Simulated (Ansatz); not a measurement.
Bi: frozen-core PAW against all-electron methods

```
Bi
1.0
     2.27300    1.31232    3.95400
    -2.27300    1.31232    3.95400
     0.00000   -2.62463    3.95400
Bi
2
Direct
  0.23389 0.23389 0.23389
  0.76611 0.76611 0.76611
```

Atom numbers follow the list: Bi1, Bi2.

The structure is an experimental refinement, used without relaxation.

No spin–orbit coupling, which matters for the heavy atoms here.

Methods: DFT, PBEsol, PAW with Ansatz's default frozen-core files, scalar-relativistic (Ansatz 0.2.0); DFT, PBEsol, all-electron PAW with datasets made for the crystal, scalar-relativistic (Ansatz 0.2.0); DFT, PBEsol, all-electron LAPW, scalar-relativistic (Ansatz 0.2.0).

For PAW: a Γ-centred 10×10×10 k mesh, Fermi–Dirac smearing of 0.03 eV, cutoff 420 eV, no spin polarisation; the PAW files were made with PBE, and the program remakes their frozen cores for this functional. The crystal-made all-electron datasets (AE datasets) take a cutoff of 260 eV at this cell. LAPW targets a basis error of 0.5 meV/atom. The Ansatz runs share mesh, smearing and spin set-up. Plane-wave (PAW) pressures include the program's estimate of the Pulay term.

Stress and pressure are positive in compression.

No spin–orbit coupling: at heavy atoms the gradients can be off by tens of per cent for that reason.

In a metal, gradients converge slowly with the k mesh: the values move by tens of per cent from one mesh to another, at times in sign, so only the comparison on one mesh counts.

Levels count from the Fermi level.

```json
{"quantity": "pressure (GPa)", "PAW": "-0.65", "AE datasets": "-0.63", "LAPW": "-0.63"}
{"quantity": "stress xx (GPa)", "PAW": "-0.67", "AE datasets": "-0.65", "LAPW": "-0.65"}
{"quantity": "stress zz (GPa)", "PAW": "-0.61", "AE datasets": "-0.60", "LAPW": "-0.60"}
{"quantity": "force on Bi1, z (eV/Å)", "PAW": "0.112", "AE datasets": "0.113", "LAPW": "0.113"}
{"quantity": "highest filled level at S0 (eV)", "PAW": "-2.403", "AE datasets": "-2.404", "LAPW": "-2.404"}
{"quantity": "lowest empty level at S0 (eV)", "PAW": "2.998", "AE datasets": "2.998", "LAPW": "2.998"}
{"quantity": "highest filled level at T (eV)", "PAW": "-0.554", "AE datasets": "-0.554", "LAPW": "-0.554"}
{"quantity": "lowest empty level at T (eV)", "PAW": "0.734", "AE datasets": "0.735", "LAPW": "0.735"}
{"quantity": "highest filled level at Γ (eV)", "PAW": "-1.154", "AE datasets": "-1.154", "LAPW": "-1.154"}
{"quantity": "lowest empty level at Γ (eV)", "PAW": "2.528", "AE datasets": "2.528", "LAPW": "2.528"}
{"quantity": "field gradient Vzz at Bi1 (10²¹ V/m²)", "PAW": "-3.04", "AE datasets": "-3.02", "LAPW": "–"}
```
